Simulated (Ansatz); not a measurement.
B$_{2}$W:
```cif
data_B2W
_chemical_formula_sum 'W1 B2'
_space_group_name_H-M_alt 'P 1'
_space_group_IT_number 1
_cell_length_a 3.00121
_cell_length_b 3.00121
_cell_length_c 3.36460
_cell_angle_alpha 90.000
_cell_angle_beta 90.000
_cell_angle_gamma 120.000
loop_
_space_group_symop_operation_xyz
  'x, y, z'
loop_
_atom_site_label
_atom_site_type_symbol
_atom_site_fract_x
_atom_site_fract_y
_atom_site_fract_z
_atom_site_occupancy
W1 W 0.00000 0.00000 0.00000 1
B1 B 0.33333 0.66667 0.50000 1
B2 B 0.66667 0.33333 0.50000 1
```

Relaxed with r²SCAN.

Question: Which orbitals make up the states near the Fermi level in DFT-r²SCAN in the program Ansatz with PAW potentials?

Answer: Within 0.5 eV of the Fermi level: W 5d 74 %, B 2p 20 %. Projections are on Löwdin-orthogonalised atomic valence shells; empty p or d shells of many metals are not among them.

Question: Tabulate the density of states.

Answer: States/eV per cell of 3 atoms, in 0.25 eV bins, energy from the Fermi level.

```csv
E (eV),total,W 5d,B 2p,B 2s
-7.85,0.94,0.22,0.61,0.06
-7.60,1.08,0.27,0.70,0.06
-7.35,1.03,0.32,0.61,0.05
-7.10,1.07,0.34,0.64,0.05
-6.85,1.27,0.42,0.76,0.05
-6.60,1.69,0.63,0.96,0.04
-6.35,2.03,0.79,1.13,0.04
-6.10,2.31,0.92,1.26,0.05
-5.85,1.45,0.63,0.75,0.03
-5.60,1.52,0.70,0.76,0.02
-5.35,1.79,0.82,0.90,0.02
-5.10,1.71,0.78,0.87,0.01
-4.85,1.34,0.68,0.63,0.00
-4.60,1.03,0.60,0.41,0.00
-4.35,0.85,0.54,0.30,0.00
-4.10,0.72,0.48,0.23,0.00
-3.85,0.60,0.41,0.18,0.00
-3.60,0.48,0.34,0.13,0.00
-3.35,0.35,0.26,0.09,0.00
-3.10,0.20,0.16,0.04,0.00
-2.85,0.12,0.10,0.02,0.00
-2.60,0.17,0.13,0.03,0.00
-2.35,0.30,0.22,0.07,0.00
-2.10,0.45,0.36,0.09,0.00
-1.85,0.53,0.42,0.10,0.00
-1.60,0.58,0.45,0.12,0.00
-1.35,0.67,0.51,0.14,0.00
-1.10,0.83,0.64,0.17,0.01
-0.85,0.98,0.75,0.20,0.01
-0.60,1.11,0.85,0.22,0.01
-0.35,1.25,0.93,0.25,0.03
-0.10,1.37,0.96,0.30,0.06
0.15,1.26,0.94,0.24,0.03
0.40,1.24,0.94,0.23,0.03
0.65,1.29,0.97,0.23,0.03
0.90,1.17,0.89,0.21,0.03
1.15,1.14,0.83,0.23,0.03
1.40,1.14,0.80,0.26,0.04
1.65,1.33,0.93,0.31,0.05
1.90,1.80,1.25,0.41,0.07
2.15,2.09,1.47,0.44,0.10
2.40,1.83,1.30,0.36,0.10
2.65,1.53,1.05,0.31,0.11
2.90,1.25,0.80,0.27,0.12
3.15,1.07,0.62,0.25,0.12
3.40,1.02,0.56,0.24,0.13
3.65,0.95,0.48,0.22,0.14
3.90,0.77,0.40,0.19,0.09
4.15,0.78,0.38,0.19,0.07
4.40,0.99,0.46,0.21,0.10
4.65,0.87,0.39,0.20,0.13
```

Space group P6/mmm. The workflow started from an entry of the Crystallography Open Database (COD), which files this formula under 2 space groups. Its standing as an ambient phase is unchecked. The cell was relaxed with r²SCAN under the symmetry of its start; its stability against distortions is not shown here. The run is not spin-polarised. Scalar-relativistic: spin–orbit coupling is off unless named, which matters more the heavier the elements.

Potentials: the later of the program's two PAW sets.
